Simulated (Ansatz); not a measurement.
Input and command of a plane-wave DFT calculation in Ansatz:

```yaml
crystal:
  lattice:
    - [1.725725178, 0.9963478961, 3.0514380118]
    - [-1.725725178, 0.9963478961, 3.0514380118]
    - [0.0, -1.9926957921, 3.0514380118]
  atoms:
    - { symbol: P, position: [0.22708025, 0.22708025, 0.22708025] }
    - { symbol: P, position: [0.77291975, 0.77291975, 0.77291975] }
basis:
  ecutwfc: 420
kpoints:
  mp_grid: { grid: [18, 18, 18] }
hamiltonian:
  xc: pbesol
scf:
  occupations: { method: gaussian, width: 0.15 }
output:
  forces: true
  stress: true
  eigenvalues: true
```

```bash
ansatz run input.yaml --threads 1 --pin off --max-ram 2560MiB --backend cpu --events-out ev --progress --plain --runs-dir out
```

Processor: Intel(R) Xeon(R) Processor @ 2.50GHz (Skylake/Cascade Lake), 1 thread, on a host shared with other jobs.

Question: Estimate time, memory and problem size.

Answer: About 23 s on 1 thread of Intel(R) Xeon(R) Processor @ 2.50GHz (Skylake/Cascade Lake), on a shared host, peak memory 0.46 GiB. It solves 9 bands at 580 k points (the mesh reduced by symmetry) with about 617 plane waves, in 6 SCF iterations.
